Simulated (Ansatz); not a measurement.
Input file for Ansatz (an electronic-structure program):

Ansatz 0.2 input:
```yaml
crystal:
  lattice:
    - [0.0, 1.8999429434, 1.8999429434]
    - [1.8999429434, 0.0, 1.8999429434]
    - [1.8999429434, 1.8999429434, 0.0]
  atoms:
    - { symbol: Rh, position: [0.0, 0.0, 0.0] }
kpoints:
  mp_grid: { grid: [14, 14, 14] }
  band_path:
    path:
      - [[0.0, 0.0, 0.0], [0.5, 0.0, 0.5], [0.625, 0.25, 0.625]]  # Γ-X-U
      - [[0.375, 0.375, 0.75], [0.0, 0.0, 0.0], [0.5, 0.5, 0.5], [0.5, 0.25, 0.75], [0.5, 0.0, 0.5]]  # K-Γ-L-W-X
    npoints: 12
hamiltonian:
  xc: r2scan
  pseudopotentials: { kind: paw }
magnetization: { noncollinear: true, spin_orbit: true }
scf:
  n_extra_bands: 13
  convergence: { dr2_threshold: 0.0000000001 }
  occupations: { method: gaussian, width: 0.05 }
output: { eigenvalues: true }
```

Output (shortened):

```
Pseudopotential: Rh, paw_fr, valence charge 17
Functional definition: r2SCAN
non-collinear run that drives no moment, with spin-orbit …
Crystal: 1 atoms, lattice volume = 13.717 Å³
Basis set: ecut = 500 eV, 331 PW (Γ), exchange–correlation on 80×80×80 points (64 copies of the dense FFT grid, shifted against one another)
Bands: 30, of which v1, the nominal top of the filled ones, is band 17 counted from 1 (16 counted from 0)
Symmetry: 48 space group operations + 48 with time reversal
k-points: 104 of 2744
Projection manifold: j_resolved (fully-relativistic pseudo-atomic orbitals)
SCF iter   1: F=—  HF=-6408.746106 eV  |F-HF|=—  |Δ(HF+E_count)|=         —  Δρ=1.06e-1  dr2=1.36e0  dr2_τ=9.64e-3  dr2_m=0.00e0 (ungated)  ethr=3.10e-3  |M|=0.00e0 ∫|m|=0.00e0 μB  |m|>n=0.0e0 m-floor=0.0e0 τ_xc=0.0e0  β_m=0.30  ⟨swp⟩=5.7  Hψ=7240  notcnv=0  defer=176
preconditioner: auto → none
SCF iter   2: F=—  HF=-6408.381885 eV  |F-HF|=—  |Δ(HF+E_count)|=   3.64e-1  Δρ=3.58e-2  dr2=1.03e-1  dr2_τ=6.85e-3  dr2_m=0.00e0 (ungated)  ethr=3.10e-3  |M|=0.00e0 ∫|m|=0.00e0 μB  |m|>n=0.0e0 m-floor=0.0e0 τ_xc=0.0e0  β_m=0.35  ⟨swp⟩=2.7  Hψ=2927  notcnv=0  defer=716
SCF iter   3: F=—  HF=-6408.403795 eV  |F-HF|=—  |Δ(HF+E_count)|=   2.19e-2  Δρ=1.78e-2  dr2=1.33e-2  dr2_τ=3.96e-4  dr2_m=0.00e0 (ungated)  ethr=6.05e-4  |M|=0.00e0 ∫|m|=0.00e0 μB  |m|>n=0.0e0 m-floor=0.0e0 τ_xc=0.0e0  β_m=0.68  ⟨swp⟩=2.4  Hψ=2056  notcnv=0  defer=716
SCF iter   4: F=—  HF=-6408.410427 eV  |F-HF|=—  |Δ(HF+E_count)|=   6.63e-3  Δρ=7.77e-3  dr2=8.08e-3  dr2_τ=8.52e-5  dr2_m=0.00e0 (ungated)  ethr=7.82e-5  |M|=0.00e0 ∫|m|=0.00e0 μB  |m|>n=0.0e0 m-floor=0.0e0 τ_xc=0.0e0  β_m=0.58  ⟨swp⟩=2.3  Hψ=2304  notcnv=0  defer=716
SCF iter   5: F=—  HF=-6408.408490 eV  |F-HF|=—  |Δ(HF+E_count)|=   1.94e-3  Δρ=2.24e-3  dr2=6.95e-4  dr2_τ=4.76e-6  dr2_m=0.00e0 (ungated)  ethr=4.75e-5  |M|=0.00e0 ∫|m|=0.00e0 μB  |m|>n=0.0e0 m-floor=0.0e0 τ_xc=0.0e0  β_m=0.79  ⟨swp⟩=2.2  Hψ=1850  notcnv=0  defer=716
SCF iter   6: F=—  HF=-6408.408379 eV  |F-HF|=—  |Δ(HF+E_count)|=   1.12e-4  Δρ=5.83e-4  dr2=4.66e-5  dr2_τ=2.87e-7  dr2_m=0.00e0 (ungated)  ethr=4.09e-6  |M|=0.00e0 ∫|m|=0.00e0 μB  |m|>n=0.0e0 m-floor=0.0e0 τ_xc=0.0e0  β_m=0.84  ⟨swp⟩=2.3  Hψ=1629  notcnv=0  defer=716
SCF iter   7: F=—  HF=-6408.408370 eV  |F-HF|=—  |Δ(HF+E_count)|=   8.37e-6  Δρ=3.72e-5  dr2=1.86e-7  dr2_τ=1.91e-9  dr2_m=0.00e0 (ungated)  ethr=2.74e-7  |M|=0.00e0 ∫|m|=0.00e0 μB  |m|>n=0.0e0 m-floor=0.0e0 τ_xc=0.0e0  β_m=0.92  ⟨swp⟩=2.3  Hψ=1745  notcnv=0  defer=716
SCF iter   8: F=—  HF=-6408.408370 eV  |F-HF|=—  |Δ(HF+E_count)|=   3.68e-7  Δρ=4.91e-6  dr2=1.21e-9  dr2_τ=2.27e-10  dr2_m=0.00e0 (ungated)  ethr=1.10e-9  |M|=0.00e0 ∫|m|=0.00e0 μB  |m|>n=0.0e0 m-floor=0.0e0 τ_xc=0.0e0  β_m=0.96  ⟨swp⟩=2.2  Hψ=2314  notcnv=0  defer=716
SCF iter   9: F=-6408.408370 eV  HF=-6408.408370 eV  |F-HF|=1.82e-11  |Δ(HF+E_count)|=  3.62e-10  Δρ=1.37e-6  dr2=5.58e-11  dr2_τ=2.58e-11  dr2_m=0.00e0 (ungated)  ethr=1.00e-12  |M|=0.00e0 ∫|m|=0.00e0 μB  |m|>n=0.0e0 m-floor=0.0e0 τ_xc=0.0e0  ⟨swp⟩=8.6  Hψ=7218  notcnv=0
SCF 1 converged in 9 iterations: F = -6408.408370 eV  dr2 = 5.58e-11
NSCF: frozen V_eff on 74 k-points
SCF converged after 9 iterations
Magnetization: |M| = 0.0000 μB,  M = (+0.0000, +0.0000, +0.0000) μB
Absolute magnetization: 0.0000 μB (∫|m|)
  site 0: m = (+0.0000, +0.0000, +0.0000) μB, |m| = 0.0000 μB  (R = 1.11 Å)
Free energy (F): -6408.408370 eV
Harris-Foulkes:  -6408.408370 eV  (|F-HF|=1.82e-11)
Internal energy: -6408.406514 eV  (E = F + TS)
E sigma→0 (E₀):  -6408.407442 eV
Entropy (-TS):   -0.001856 eV (-1.856 meV/atom)
Fermi energy:    22.255867 eV
--- Per-component energies (eV) ---
  E_band       = -101.618349
  E_kinetic    = 573.299881
  E_local      = -1561.018782  (includes V_loc(G=0)·N_el)
  E_nonlocal   = 354.482966
  E_hartree    = 549.473039
  E_xc         = -216.867589
  E_vxc        = -314.209462  (∫ρ·V_xc dr)
  E_paw        = -3596.819077  (= ΣΔE_a)
  E_vpaw       = -274.374867  (= ΣTr[D̂ρ^β])
  E_aug_tail   = 0.000693  (compensation charges beyond the density's cutoff)
  E_vtau       = 21.255273  (kinetic-family band-sum trace: ∫τ·v_τ [+ j·A + Jᵃ·Aᵃ] dr)
  E_ewald      = -2510.587532
  E_core_change = -0.370113  (= ΣΔE_core)
  E_smearing   = -0.001856  (= −TS)
  E_closure    = 0.000000  (closes the sum)
  Σ components = -6408.408370   (vs F -6408.408370, Δ=0.00e0)
  [band-id]    e_kinetic+e_local+e_nonlocal+2·e_hartree+e_vxc+e_vpaw+e_augmentation_tail+e_vtau = -101.618220   (vs E_band -101.618349, Δ=1.29e-4)
--- Band table (eV; the first three rows and the last of 104) ---
  k-point 0: bands = ["-58.8269", "-58.8269", "-28.1794", "-28.1794", "-24.2589", "-24.2589", "-24.2589", "-24.2589", "14.1156", "14.1156", "19.0099", "19.0099", "19.0099", "19.0099", "19.2659", "19.2659", "21.2325", "21.2325", "21.2325", "21.2325", …
  k-point 1: bands = ["-58.8208", "-58.8208", "-28.1938", "-28.1938", "-24.2898", "-24.2898", "-24.2647", "-24.2647", "14.3293", "14.3293", "18.9601", "18.9601", "19.0822", "19.0822", "19.3146", "19.3146", "21.1769", "21.1769", "21.1999", "21.1999", …
  k-point 2: bands = ["-58.8036", "-58.8036", "-28.2344", "-28.2344", "-24.3750", "-24.3750", "-24.2809", "-24.2809", "14.9187", "14.9187", "18.7918", "18.7918", "19.2408", "19.2408", "19.5066", "19.5066", "21.0773", "21.0773", "21.1709", "21.1709", …
  k-point 103: bands = ["-58.6612", "-58.6612", "-28.5561", "-28.5561", "-24.8197", "-24.8197", "-24.6481", "-24.6481", "16.9740", "16.9740", "17.7613", "17.7613", "18.9985", "18.9985", "21.1351", "21.1351", "23.3502", "23.3502", "31.3496", "31.3496", …
```

Cost: about 28 core-seconds (a rough figure) on shared cores.

Space group Fm-3m (fcc (Cu type)). The cell was relaxed with r²SCAN under the symmetry of its start. No spin polarisation was allowed.

Potentials: the later of the program's two PAW sets.

Ansatz is a plane-wave DFT program.
